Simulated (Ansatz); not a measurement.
MoS2 (3R-MoS2 type, space group R3m)

```
MoS2
1.0
    1.58770     0.91666     6.19534
   -1.58770     0.91666     6.19534
    0.00000    -1.83332     6.19534
Mo S
1 2
Cartesian
  0.00000   0.00000   0.00009
  0.00000   0.00000  13.94500
  0.00000   0.00000  10.83567
```

In this cell atom 1 (Mo, nearest neighbour S at 2.403 Å; its periodic images, 3.2 Å or more away, move with it) is moved by s along Cartesian [111], unit vector (0.577, 0.577, 0.577); all other atoms and the cell stay fixed.

Level of theory: r2SCAN+rVV10 (plane waves to 500 eV, PAW, scalar-relativistic; Ansatz, an electronic-structure program). k mesh 10×10×10 (Γ-centred), Fermi-Dirac smearing 0.05 eV. E stands for the smeared free energy. MoS2 is run without spin polarisation. MoS2 was relaxed with its symmetry unable to fall. The PAW data are Ansatz's earlier set. This is one of several known forms of MoS2; the measured ambient cells at hand have space group No. 194. ΔE is measured from the undisplaced structure.

```tsv
s (Å)	ΔE (meV/cell)
-0.240	withheld
-0.192	444
-0.144	250
-0.096	111
-0.048	28
0.000	0
0.048	28
0.096	112
0.144	254
0.192	453
0.240	711
```

Task: Fit a polynomial form (powers 2, 3, 4) to the given rows and predict ΔE at s = -0.240.

Result: Least squares on the 10 given rows: ΔE = (12120)·s² + (635.5)·s³ + (1253)·s⁴, in meV/cell with s in Å; root-mean-square residual 0.2 meV/cell. At -0.240 the fit gives 693 meV/cell; the calculation gives 691 meV/cell, so the extrapolation is off by 2 (+0.3 %). The quadratic term alone would give 698 meV/cell.

(A displaced cell: forces are minus the slopes of the energy, force constants its curvatures, and phonons follow from these.)
